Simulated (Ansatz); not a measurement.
Here is the system:

Starting cell, BaZrO₃ (cubic perovskite):

```
CELL_PARAMETERS angstrom
      4.22721     0.00000     0.00000
      0.00000     4.22721     0.00000
      0.00000     0.00000     4.22721
ATOMIC_POSITIONS crystal
  Ba 0.00000 0.00000 0.00000
  Zr 0.50000 0.50000 0.50000
  O  0.00000 0.50000 0.50000
  O  0.50000 0.50000 0.00000
  O  0.50000 0.00000 0.50000
```

In each cell atom 3 (O, nearest neighbour Zr at 2.114 Å; its periodic images, 4.2 Å or more away, move with it) moves by s·(0.577, 0.577, 0.577) (along Cartesian [111]), the rest being held.

Method: PBE (plane waves to 420 eV, PAW, scalar-relativistic; Ansatz, an electronic-structure program). k mesh 6×6×6 (Γ-centred), Fermi-Dirac smearing 0.05 eV. E stands for the smeared free energy. BaZrO3 is run without spin polarisation. BaZrO3 was relaxed with its symmetry unable to fall. ΔE is measured from the undisplaced structure.

The scan covers s from -0.210 to 0.210 Å in 11 points.

**Question.** Is the energy the same for equal positive and negative displacements?

**Answer.** Even: the same for both signs. With its periodic images moving along, the atom's site symmetry in this cell is 4/mmm.

**Question.** What is the force constant k = d²E/ds² of this move at s = 0?

**Answer.** 5.30 eV/Å².

(For displaced atoms, the force is minus the slope of the energy, and its curvature is a force constant, which sets phonon frequencies.)
